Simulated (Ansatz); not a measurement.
A structure of Mg$_{2}$Ge relaxed with PBEsol (plane waves to 420 eV, PAW, scalar-relativistic; Ansatz, a program for electronic structure); single points at other levels follow on the same geometry (Ansatz, PAW; HSE06 at 420 eV on a 6×6×6 k-mesh; no spin-orbit coupling). Space group Fm-3m (No. 225).

Space group Fm-3m (No. 225); a = b = c = 6.365 Å, α = β = γ = 90.00°

| atom | site | symmetry | x | y | z |
|---|---|---|---|---|---|
| Ge | 4a | m-3m | 0.0000 | 0.0000 | 0.0000 |
| Mg | 8c | -43m | 0.2500 | 0.2500 | 0.2500 |
(The calculation used a cell of 3 atoms; values per cell refer to that cell.)

| level | gap (eV) | kind | conduction minimum |
|---|---|---|---|
| PBEsol | 0.08 | indirect | X |
| HSE06 | 0.51 | – | X |

HSE06 gaps come from a coarse mesh plus a few chosen points, so they may be too large. No spin polarisation in the result.

Measured for Mg2Ge: gap 0.74 eV (as listed in Byungki Ryu et al., Journal of the Korean Physical Society (2019)). Computed minus measured — gap: PBEsol -0.66 eV, HSE06 -0.23 eV. The computed values are for a static lattice, and a measured gap can be an optical one, lowered by exciton binding.

The run could not lose the symmetry of its start; a randomly shaken copy of 3 atoms returns to this structure.

All atoms sit on sites fixed by symmetry, so only the cell could relax.
